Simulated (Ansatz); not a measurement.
A geometry of TiB2 away from equilibrium: step 4 of the relaxation of a relaxed TiB2 cell displaced along its unstable phonon at q = (½, ½, 0) of its primitive reciprocal cell (286i cm⁻¹), largest move 0.15 Å. Calculation: PBE (plane waves to 420 eV, PAW, scalar-relativistic; Ansatz, a program for electronic structure). Γ-centred k-mesh 14×14×14 on the run's cell (coarser than for final values), Fermi–Dirac smearing 0.05 eV. The plane waves were selected for a different cell earlier on the path.

```xyz
6
Lattice="-3.1934 3.1934 5.7053 0.0000 0.0000 5.7053 1.6104 1.6104 -2.8527" Properties=species:S:1:pos:R:3 pbc="T T T"
Ti    -0.2585     0.2585     0.0000
Ti     0.2722     2.9486     0.0000
B     -2.8945     2.8945     7.7579
B     -0.2852     3.5060     2.0525
B     -1.2841     4.5049     6.5054
B     -0.2852     3.5060     3.6528
```

Problem. What forces act on the atoms (eV/Å)?

Solution. 
```csv
atom,Fx,Fy,Fz
Ti1,-0.33,0.33,0.00
Ti2,0.33,-0.33,0.00
B3,0.61,-0.61,-1.02
B4,-0.61,0.61,-1.02
B5,0.61,-0.61,1.02
B6,-0.61,0.61,1.02
```

The path ends in Cmme (No. 67). No spin polarisation in the result.

The run could not lose the symmetry of its start: the end is stationary, and may be a saddle point rather than a minimum.

The end of the path is a generated cell of TiB2: the first start was made by placing the elements on the sites of a structure type, and the end was not matched to a known phase here, so it may be hypothetical. Known forms of TiB2 include space group No. 191.
